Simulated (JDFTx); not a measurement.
```json
{
  "surface": "TiAl(100), Al outermost, slab composition Ti2Al3",
  "bulk": "TiAl, P4/mmm, lattice of mp-1953 (not re-optimised)",
  "slab": "5 atoms in 5 planes, 1x1, 5.5 Å between the outermost planes",
  "in-plane cell": "2.811 × 4.066 Å, 11.43 Å²",
  "cell_height": "21.6 Å",
  "sampling": "8×6×1 k mesh, Fermi smearing 0.01 Ha, no spin polarisation"
}
```

Whether this polymorph is the ambient one wasn't checked. Neither spin polarisation nor a larger cell was tried.

Final geometry:
```
TiAl(100)
1.0
    2.8108     0.0000     0.0000
    0.0000     4.0664     0.0000
    0.0000     0.0000    21.6000
Al Ti
3 2
Direct
  0.0000   0.0000   0.3737
  0.0000   0.0000   0.5000
  0.0000   0.0000   0.6263
  0.5000   0.5000   0.4349
  0.5000   0.5000   0.5651
```

Level of theory: PBE, GBRV ultrasoft potentials, plane waves to 20/100 Ha; code: JDFTx (a modified build). Liquid on both sides: soft-sphere model, water, 2 M KF; nuclei fixed, outer atoms relaxed in vacuum. Potentials are on the SHE scale by the convention U = −μ/e − 4.44 V; references calibrated for a solvation model differ from this value. Both faces are the same ideal termination; reconstructions, overlayers and chemisorbed solvent are outside this model. Convergence in thickness and k mesh wasn't tested for this slab.

| U (V vs SHE) | μ (eV) | excess electrons per cell | σ (μC/cm², per face) | run |
|---|---|---|---|---|
| -1.20 | -3.24 | 0.197 | -13.8 | fixed potential |
| -0.60 | -3.84 | 0.000 | 0.0 | neutral |
| 0.00 | -4.44 | (withheld) | (withheld) | fixed potential |

Question: Fill in the missing entries, row by row.

Answer: 
- 0.00, excess electrons per cell: -0.171
- 0.00, σ (μC/cm², per face): 12.0
